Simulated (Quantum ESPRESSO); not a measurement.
# MgGa3SP3: input and log of a self-consistent run

Computed values, not a measurement. The program is pw.x of Quantum ESPRESSO 7.5 (plane-wave density functional theory). The cell is made up: 8 atoms on a zincblende/diamond lattice, with randomly drawn elements, strain and displacements, not relaxed. PseudoDojo standard norm-conserving files (v0.5 for PBE, v0.4.1 for LDA and PBEsol) set the functional; there is no spin polarisation, spin-orbit coupling or dispersion term, and the masses in the input are unused placeholders.

Input:

```
&control calculation='scf', pseudo_dir='./dojo.nc.sr.pbe.v0_5.standard.upf', outdir='./o', disk_io='low', tprnfor=.true., tstress=.true. /
&system ibrav=0, nat=8, ntyp=4, nbnd=41, ecutwfc=84.00895049, nosym=.true., tot_charge=0,
 occupations='smearing', smearing='fd', degauss=0.0018374661
/
&electrons conv_thr=7.350e-09, electron_maxstep=60, /
ATOMIC_SPECIES
Ga 1.0 Ga.upf
Mg 1.0 Mg.upf
P 1.0 P.upf
S 1.0 S.upf
CELL_PARAMETERS angstrom
5.6267 0.0 0.0
0.0 5.6267 0.0
0.0 0.0 5.6267
ATOMIC_POSITIONS angstrom
Mg -0.1546 0.0389 -0.007
Ga -0.0202 2.9968 2.6698
Ga 2.7312 -0.1057 2.944
Ga 2.7663 2.7843 0.026
S 1.3389 1.4874 1.4095
P 1.367 4.3197 4.2607
P 4.268 1.5437 4.2094
P 4.2661 4.3609 1.4433
K_POINTS automatic
4 4 4 1 1 1
```

The log is shortened where brackets say so; the opening notice, blank lines, dates and the lines on written files are dropped, and the path of the files is cut. It prints rydbergs, bohrs and kilobars, and counts compression as positive stress. With no partly filled state, the Fermi energy that it prints is only some level between the filled and the empty states on the mesh, and need not lie in the true gap.

```
     Program PWSCF v.7.5
     Parallel version (MPI & OpenMP), running on       4 processor cores
     Number of MPI processes:                 4
     Threads/MPI process:                     1
     [start-up lines left out]
     bravais-lattice index     =            0
     lattice parameter (alat)  =      10.6329  a.u.
     unit-cell volume          =    1202.1478 (a.u.)^3
     number of atoms/cell      =            8
     number of atomic types    =            4
     number of electrons       =        70.00
     number of Kohn-Sham states=           41
     kinetic-energy cutoff     =      84.0090  Ry
     charge density cutoff     =     336.0358  Ry
     scf convergence threshold =      7.3E-09
     mixing beta               =       0.7000
     number of iterations used =            8  plain     mixing
     Exchange-correlation= PBE
                           (   1   4   3   4   0   0   0)
     [axes and pseudopotential details left out]
   Cartesian axes
     site n.     atom                  positions (alat units)
         1        Mg     tau(   1) = (  -0.0274761   0.0069135  -0.0012441  )
         2        Ga     tau(   2) = (  -0.0035900   0.5326035   0.4744877  )
         3        Ga     tau(   3) = (   0.4854000  -0.0187854   0.5232196  )
         4        Ga     tau(   4) = (   0.4916381   0.4948371   0.0046208  )
         5        S      tau(   5) = (   0.2379548   0.2643468   0.2505021  )
         6        P      tau(   6) = (   0.2429488   0.7677146   0.7572289  )
         7        P      tau(   7) = (   0.7585263   0.2743526   0.7481117  )
         8        P      tau(   8) = (   0.7581886   0.7750369   0.2565091  )
     number of k points=    32  Fermi-Dirac smearing, width (Ry)=  0.0018
                       cart. coord. in units 2pi/alat
        k(    1) = (   0.1250000   0.1250000   0.1250000), wk =   0.0625000
        k(    2) = (   0.1250000   0.1250000   0.3750000), wk =   0.0625000
     [further k points left out]
     Dense  grid:   124823 G-vectors     FFT dimensions: (  64,  64,  64)
     Estimated max dynamical RAM per process >     246.69 MB
     Estimated total dynamical RAM >     895.35 MB
     Initial potential from superposition of free atoms
     starting charge      69.9907, renormalised to      70.0000
     Starting wfcs are   48 randomized atomic wfcs
     total cpu time spent up to now is        3.0 secs
     per-process dynamical memory:   181.0 Mb
     Self-consistent Calculation
     iteration #  1     ecut=    84.01 Ry     beta= 0.70
     Davidson diagonalization with overlap
     ethr =  1.00E-02,  avg # of iterations =  4.0
     Threshold (ethr) on eigenvalues was too large:
     Diagonalizing with lowered threshold
     Davidson diagonalization with overlap
     ethr =  5.83E-04,  avg # of iterations =  2.0
     total cpu time spent up to now is       11.6 secs
     total energy              =    -641.29372580 Ry
     estimated scf accuracy    <       0.40614110 Ry
     iteration #  2     ecut=    84.01 Ry     beta= 0.70
     Davidson diagonalization with overlap
     ethr =  5.80E-04,  avg # of iterations =  3.2
     total cpu time spent up to now is       16.1 secs
     total energy              =    -641.38854936 Ry
     estimated scf accuracy    <       0.17479131 Ry
     iteration #  3     ecut=    84.01 Ry     beta= 0.70
     Davidson diagonalization with overlap
     ethr =  2.50E-04,  avg # of iterations =  2.0
     total cpu time spent up to now is       20.2 secs
     total energy              =    -641.42582450 Ry
     estimated scf accuracy    <       0.01139744 Ry
     iteration #  4     ecut=    84.01 Ry     beta= 0.70
     Davidson diagonalization with overlap
     ethr =  1.63E-05,  avg # of iterations =  8.6
     total cpu time spent up to now is       25.4 secs
     total energy              =    -641.42874913 Ry
     estimated scf accuracy    <       0.00201881 Ry
     iteration #  5     ecut=    84.01 Ry     beta= 0.70
     Davidson diagonalization with overlap
     ethr =  2.88E-06,  avg # of iterations =  3.7
     total cpu time spent up to now is       30.0 secs
     total energy              =    -641.42912442 Ry
     estimated scf accuracy    <       0.00022336 Ry
     iteration #  6     ecut=    84.01 Ry     beta= 0.70
     Davidson diagonalization with overlap
     ethr =  3.19E-07,  avg # of iterations =  2.2
     total cpu time spent up to now is       34.1 secs
     total energy              =    -641.42916580 Ry
     estimated scf accuracy    <       0.00001261 Ry
     iteration #  7     ecut=    84.01 Ry     beta= 0.70
     Davidson diagonalization with overlap
     ethr =  1.80E-08,  avg # of iterations =  3.9
     total cpu time spent up to now is       39.3 secs
     total energy              =    -641.42917020 Ry
     estimated scf accuracy    <       0.00000096 Ry
     iteration #  8     ecut=    84.01 Ry     beta= 0.70
     Davidson diagonalization with overlap
     ethr =  1.37E-09,  avg # of iterations =  2.8
     total cpu time spent up to now is       43.7 secs
     total energy              =    -641.42917049 Ry
     estimated scf accuracy    <       0.00000019 Ry
     iteration #  9     ecut=    84.01 Ry     beta= 0.70
     Davidson diagonalization with overlap
     ethr =  2.67E-10,  avg # of iterations =  2.9
     total cpu time spent up to now is       47.8 secs
     total energy              =    -641.42917055 Ry
     estimated scf accuracy    <       0.00000003 Ry
     iteration # 10     ecut=    84.01 Ry     beta= 0.70
     Davidson diagonalization with overlap
     ethr =  4.19E-11,  avg # of iterations =  2.0
     total cpu time spent up to now is       51.8 secs
     End of self-consistent calculation
          k = 0.1250 0.1250 0.1250 ( 15657 PWs)   bands (ev):
   -68.6091 -35.4428 -35.4063 -35.3928  -8.8530  -8.7393  -8.7056  -8.6596
    -8.6452  -8.6289  -8.6045  -8.5980  -8.5936  -8.5863  -8.5790  -8.5760
    -8.5641  -8.5505  -8.5420  -7.0512  -4.6329  -3.4212  -3.0866  -0.3658
    -0.1634   1.4781   2.7880   2.9644   3.0253   3.6855   3.8782   3.9807
     4.6343   5.4631   5.7173   7.1563   7.6742   7.9220   8.6920   8.8507
     9.0436
     [levels at the other k points left out]
     the Fermi energy is     6.3704 ev
!    total energy              =    -641.42917056 Ry
     estimated scf accuracy    <          3.5E-09 Ry
     smearing contrib. (-TS)   =      -0.00000000 Ry
     internal energy E=F+TS    =    -641.42917056 Ry
     The total energy is F=E-TS. E is the sum of the following terms:
     one-electron contribution =    -348.85753713 Ry
     hartree contribution      =     213.82098626 Ry
     xc contribution           =    -160.06231763 Ry
     ewald contribution        =    -346.33030206 Ry
     convergence has been achieved in  10 iterations
     Forces acting on atoms (cartesian axes, Ry/au):
     atom    1 type  2   force =     0.03517184    0.03084240   -0.01974251
     atom    2 type  1   force =     0.00224985   -0.01268123    0.06302835
     atom    3 type  1   force =     0.06295500    0.04389188   -0.00684721
     atom    4 type  1   force =     0.03325869    0.03592877   -0.02160919
     atom    5 type  4   force =     0.01476320   -0.00552058    0.01104686
     atom    6 type  3   force =    -0.01410823   -0.05686472    0.00160943
     atom    7 type  3   force =    -0.04510685    0.00510757   -0.03681708
     atom    8 type  3   force =    -0.08918350   -0.04070407    0.00933133
     Total force =     0.180102     Total SCF correction =     0.000274
     Computing stress (Cartesian axis) and pressure
          total   stress  (Ry/bohr**3)                   (kbar)     P=       -3.00
  -0.00004882  -0.00005904  -0.00011733           -7.18       -8.69      -17.26
  -0.00005904  -0.00001168  -0.00021624           -8.69       -1.72      -31.81
  -0.00011733  -0.00021624  -0.00000059          -17.26      -31.81       -0.09
     init_run     :      2.87s CPU      2.96s WALL (       1 calls)
     electrons    :     48.53s CPU     48.78s WALL (       1 calls)
     forces       :      0.67s CPU      0.69s WALL (       1 calls)
     stress       :      2.12s CPU      2.12s WALL (       1 calls)
     [timing details left out]
     PWSCF        :     54.26s CPU     54.64s WALL
     JOB DONE.
```

In other units: free energy -8727.088 eV for the cell, pressure -0.30 GPa, largest force component 2.293 eV/Å. A rerun of this cell at 1437 eV and a 6 x 6 x 6 mesh moved values by no more than 0.007 eV in energy, 0.02 GPa in stress and 0.005 eV/Å in force.